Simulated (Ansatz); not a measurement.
InPt3C (anti-perovskite) was relaxed and computed twice in Ansatz (plane waves, PAW), once with PBE and once with PBEsol.

|  | run 1 | run 2 |
|---|---|---|
| cell | a = b = c = 4.198 Å, α = β = γ = 90.00° | a = 4.2505 Å, b = 4.2505 Å, c = 4.2505 Å, α = 90.00°, β = 90.00°, γ = 90.00° |
| ΔH_f (eV/atom) | 0.23 | 0.25 |
| B₀ by P(V) fit (GPa) | 220 | 194 |

Task: Which run used which functional?

Result: Run 1 is PBEsol, run 2 is PBE.

Typed or built starts, not in the databases checked: InPt3C, anti-perovskite. Unstable at this level: InPt3C, anti-perovskite with PBEsol. All cells were relaxed under the symmetry of their starts (and spin orders); stability against distortions was not tested throughout. Rows with no word on spin ran without spin polarisation. Spin–orbit coupling is left out wherever it is not named.

Potentials: the later of the program's two PAW sets.

Ansatz (an electronic-structure program) is a plane-wave DFT program.

Formation energies count from the lowest solids of the elements computed at the same level, not from gases.
